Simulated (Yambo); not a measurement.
Yambo run on AgBr (rock salt, space group Fm-3m, No. 225). The wavefunctions are PBEsol (pw.x of Quantum ESPRESSO, ONCV potentials, with spin-orbit coupling) ones on a 4×4×4 mesh (26 occupied bands); a = b = c = 4.013 Å, α = β = γ = 60.00°.

Yambo input:

```
rim_cut
gw0
dyson
el_el_corr
HF_and_locXC
mpa
em1d
RandQpts= 1000000
RandGvec= 1 Ry
EXXRLvcs= 82 Ry
VXCRLvcs= 328 Ry
Chimod= "HARTREE"
% BndsRnXm
 9 | 184 |
%
NGsBlkXm= 8 Ry
% LongDrXm
 1.0 | 1.0 | 1.0 |
%
EnSampXm= "2l"
EnGridXm= "lP"
% EnRngeXm
 0.0 | 40.0 | eV
%
% ImRngeXm
 2.72114 | 27.21138 | eV
%
% DmRngeXm
 0.02721 | 2.72114 | eV
%
ETStpsXm= 8
IntSolXm= "PT"
% GbndRnge
 1 | 184 |
%
GTermKind= "none"
DysSolver= "n"
ExtendOut
% QPkrange
 1 | 1 | 26 | 27 |
 3 | 3 | 26 | 26 |
%
```

k points by index: 1 = Γ, 3 = L.

Resulting energies as the program prints them:

```
#    K-point    Band    Eo [eV]    E [eV]    E-Eo [eV]    Vxc [eV]    Vnlxc [eV]    Sc|Eo [eV]    Sc|E [eV]    dSc/dw|Eo [eV]    Re(Z)    Im(Z)
#
    1    26    -1.975212    -2.750530    -0.775318    -13.15186    -16.54077    2.380406    2.613591    -8.175969    0.768955    -0.001460
    1    27    0.414742    0.870533    0.455791    -10.98865    -6.784934    -3.645773    -3.747922    -6.109105    0.816633    -0.004374
    3    26    0.000000    -0.706499    -0.706499    -19.50062    -23.67605    3.273876    3.468929    -7.499617    0.783934    -0.002397
```
(The two width columns are left out.) Convergence of these settings isn't established.

Geometry relaxed with PBEsol.
